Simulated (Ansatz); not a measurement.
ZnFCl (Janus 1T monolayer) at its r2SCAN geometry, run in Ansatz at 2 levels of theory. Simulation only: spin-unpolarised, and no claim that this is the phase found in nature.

The r2SCAN input:
```yaml
crystal:
  lattice:
    - [3.3527207072, 0.0, 0.0]
    - [-1.6763603536, 2.9035413042, 0.0]
    - [0.0, 0.0, 28.3494234352]
  atoms:
    - { symbol: Zn, position: [0.0, 0.0, 0.3235355701] }
    - { symbol: F, position: [0.3333333333, 0.6666666667, 0.355185981] }
    - { symbol: Cl, position: [0.6666666667, 0.3333333333, 0.2736787706] }
  periodic: [true, true, false]
kpoints:
  mp_grid: { grid: [12, 12, 1] }
  band_path:
    path: [[0.0, 0.0, 0.0], [0.5, 0.0, 0.0], [0.3333333333, 0.3333333333, 0.0]]
    npoints: 1
hamiltonian:
  xc: r2scan
scf:
  occupations: { method: fixed }
  n_extra_bands: 4
output:
  forces: true
  stress: true
  eigenvalues: true
  write_density: true
  write_potential: true
  elf: true
  volumetric_format: npy
```

Main results, then, where recorded, the levels near the gap in eV from the Fermi energy (columns number the bands from 0), one row a point of the path (Γ, M, K):
```
Crystal: 3 atoms, lattice volume = 275.975 Å³
Symmetry: 6 space group operations
Space group: P3m1 (ITA 156)
```
```
Basis set: ecut = 500 eV, 6883 PW (Γ)
k-points: 19 of 144 (time reversal used)
SCF 1 converged in 7 iterations: F = -5221.528421 eV  dr2 = 8.83e-8
Free energy (F): -5221.528421 eV
Fermi energy:    -7.722247 eV
--- Forces (eV/Å), atoms counted from 1 ---
  atom   1  Zn      0.00000      0.00000      0.00150
  atom   2  F       0.00000      0.00000      0.00361
  atom   3  Cl      0.00000      0.00000    -0.00499
--- 2D stress c σ (N/m, compression-positive) ---
        0.005246       0.000000       0.000000
        0.000000       0.005246       0.000000
        0.000000       0.000000       0.000000
  P = ½ c Tr σ = 0.0052 N/m
```
```tsv
band_8	band_9	band_10	band_11	band_12	band_13	band_14	band_15
-2.492	-2.492	-2.037	0.000	0.000	4.128	7.477	7.869
-3.922	-3.276	-2.627	-1.051	-0.517	5.912	8.461	9.875
-3.648	-3.226	-2.921	-1.609	-0.809	6.688	9.658	10.484
```

r2SCAN gives a direct gap of 4.13 eV at Γ.

Task: In the first input these blocks are replaced (the band path and keys that only write files left aside):
```yaml
kpoints:
  mp_grid: { grid: [6, 6, 1] }
hamiltonian:
  xc: r2scanh
```
What comes out?

Result:
```
Basis set: ecut = 500 eV, 6883 PW (Γ)
k-points: 7 of 36 (time reversal used)
SCF 1 stopped early in 4 iterations: F = -5221.529941 eV  dr2 = 8.28e-4
Exchange kernel: α = 0.1000, full range, Wigner–Seitz truncation, v(0) = 15617.1694 eV·Å³, q-mesh 6×6×1
SCF 2 converged in 7 iterations: F = -5220.744995 eV  dr2 = 1.45e-8
hybrid outer 1: dexx = +6.665e-4 eV, tail = 7.32e-7 eV
SCF 3 converged in 3 iterations: F = -5220.744974 eV  dr2 = 5.56e-10
hybrid outer 2: dexx = +6.924e-9 eV, tail = 1.54e-9 eV, Δε = 5.95e-4 eV, ΔF = 1.06e-3 eV/Å
Free energy (F): -5220.744974 eV
Fermi energy:    -8.223078 eV
--- Forces (eV/Å), atoms counted from 1 ---
  atom   1  Zn      0.00000      0.00000      0.03081
  atom   2  F       0.00000      0.00000    -0.05952
  atom   3  Cl      0.00000      0.00000      0.02870
--- 2D stress c σ (N/m, compression-positive) ---
       -0.197620       0.000000       0.000000
        0.000000      -0.197620       0.000000
        0.000000       0.000000       0.000000
  P = ½ c Tr σ = -0.1976 N/m
```
```tsv
band_8	band_9	band_10	band_11	band_12	band_13	band_14	band_15
-2.764	-2.764	-2.149	0.000	0.000	4.952	8.099	8.416
-4.235	-3.524	-2.828	-1.131	-0.569	6.807	9.270	10.716
-3.965	-3.552	-3.032	-1.752	-0.887	7.627	10.511	11.335
```
With r2SCANh the gap is 4.95 eV and direct, at Γ. The mean stress, -0.2 N/m, is small, and the program warns that its thresholds are loose for a hybrid's stress.

The hybrids run on coarser meshes, which limits their stresses and small splittings of levels.

Totals of different functionals can't be compared.

For some runs the program warns that the potential is rough where the density is thin, which bears on empty states near the vacuum.
